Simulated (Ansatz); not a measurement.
Start of a relaxation of SbO₅:

```yaml
crystal:
  lattice:
    - [2.55989, 0.00000, 0.00000]
    - [-1.27994, 2.21693, 0.00000]
    - [0.00000, 0.00000, 12.44296]
  atoms:
    - { symbol: Sb, position: [0.00000, 0.00000, 0.00000] }
    - { symbol: O, position: [0.66667, 0.33333, 0.83533] }
    - { symbol: O, position: [0.00000, 0.00000, 0.66764] }
    - { symbol: O, position: [0.66667, 0.33333, 0.50000] }
    - { symbol: O, position: [0.00000, 0.00000, 0.33236] }
    - { symbol: O, position: [0.66667, 0.33333, 0.16467] }
```

The calculation used DFT PBE, scalar-relativistic, plane waves, PAW in Ansatz. Cutoff 420 eV, Gaussian smearing, Γ-centred meshes. Cell and atoms relax first on a coarse mesh and then on a finer one. In between, the cell is made exact in the group found at 0.06 Å. In metals the finer mesh still leaves noise of several meV/atom or more. The steps can't lower the symmetry of their start. No spin polarisation.

A guess keeps its type if space group and coordination stay and the shape of the cell changes little (axis ratios within about 15 %, angles within 6°); the volume may change.

Task: Does it keep its structure type, or change into something else?

Result: It doesn't keep its type. The symmetry stays P-6m2 (No. 187). The volume per atom grows by 42.5 %, from 11.8 to 16.8 Å³. The shortest distance goes from 2.53 Å (Sb–O) to 1.30 Å (O–O). The ratio c/a of the conventional cell changes by a factor of 0.66. Counting neighbours within 15 % of an atom's shortest distance, the start has O 12, Sb 12 and the end O 1/4/6, Sb 6. In detail, at the end around Sb lie 6 O at 2.26 Å; around O on a site of symmetry 3m lie 3 Sb at 2.26 Å and 1 O at 2.41 Å; O on a second site of symmetry 3m has 1 O at 1.30 Å and 3 O at 2.02 Å; 1 more site not described.

```
CELL_PARAMETERS angstrom
3.31105 0.00000 0.00000
-1.65552 2.86745 0.00000
0.00000 0.00000 10.60105
ATOMIC_POSITIONS crystal
Sb 0.00000 0.00000 0.00000
O 0.66667 0.33333 0.88612
O 0.00000 0.00000 0.56117
O 0.66667 0.33333 0.50000
O 0.00000 0.00000 0.43883
O 0.66667 0.33333 0.11388
```

The last run used a 12×12×4 mesh (in the run's order of axes) for its 6-atom cell and Gaussian smearing of 0.10 eV. Weakly bound directions are ill-defined at this level, which has no dispersion term. Spin–orbit coupling, which can matter for Sb, is left out. An odd number of electrons in the primitive cell allows no gap without spin; a larger cell or a magnetic state could open one. The cell is a metal run without spin; a magnetic state may lie lower. A structure relaxed within its symmetry needn't be a true minimum. Another cell of SbO5 relaxed alike, in P6/mmm, lies 0.44 eV/atom lower, so this cell isn't the stable form at this level.

In counts of neighbours, a slash parts the counts of unlike sites.
